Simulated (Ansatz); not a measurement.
BaGa2H2:
```cif
data_H2BaGa2
_chemical_formula_sum 'H2 Ba1 Ga2'
_space_group_name_H-M_alt 'P 1'
_space_group_IT_number 1
_cell_length_a 4.51544
_cell_length_b 4.51544
_cell_length_c 4.95742
_cell_angle_alpha 90.000
_cell_angle_beta 90.000
_cell_angle_gamma 120.000
loop_
_space_group_symop_operation_xyz
  'x, y, z'
loop_
_atom_site_label
_atom_site_type_symbol
_atom_site_fract_x
_atom_site_fract_y
_atom_site_fract_z
_atom_site_occupancy
H1 H 0.33333 0.66667 0.13082 1
H2 H 0.66667 0.33333 0.86918 1
Ba1 Ba 0.00000 0.00000 0.00000 1
Ga1 Ga 0.33333 0.66667 0.46804 1
Ga2 Ga 0.66667 0.33333 0.53196 1
```

Relaxed with r²SCAN.

### Question
Tabulate the valence density and the electron localisation function along the shortest Ga–Ga contact (2.63 Å), r²SCAN in the plane-wave PAW code Ansatz.

### Answer


| distance from Ga (Å) | density (e/Å³) | ELF |
|---|---|---|
| 0.26 | 24.43 | 0.02 |
| 0.39 | 10.08 | 0.04 |
| 0.53 | 3.51 | 0.10 |
| 0.66 | 1.37 | 0.19 |
| 0.79 | 0.74 | 0.28 |
| 0.92 | 0.50 | 0.34 |
| 1.05 | 0.39 | 0.45 |
| 1.18 | 0.34 | 0.60 |
| 1.31 | 0.33 | 0.68 |
| 1.44 | 0.34 | 0.60 |
| 1.58 | 0.39 | 0.45 |
| 1.71 | 0.50 | 0.34 |
| 1.84 | 0.74 | 0.28 |
| 1.97 | 1.37 | 0.19 |
| 2.10 | 3.51 | 0.10 |
| 2.23 | 10.08 | 0.04 |
| 2.36 | 24.43 | 0.02 |

The density is the valence pseudo-density with augmentation charge, so density and ELF within about 1 Å of a nucleus are not all-electron values.

Space group P-3m1. The workflow started from an entry of the Crystallography Open Database (COD). Its standing as an ambient phase is unchecked. The cell was relaxed with r²SCAN under the symmetry of its start; whether a distortion lowers the energy is not shown. Scalar-relativistic: spin–orbit coupling is off unless named, which matters more the heavier the elements.

Potentials: the later of the program's two PAW sets.
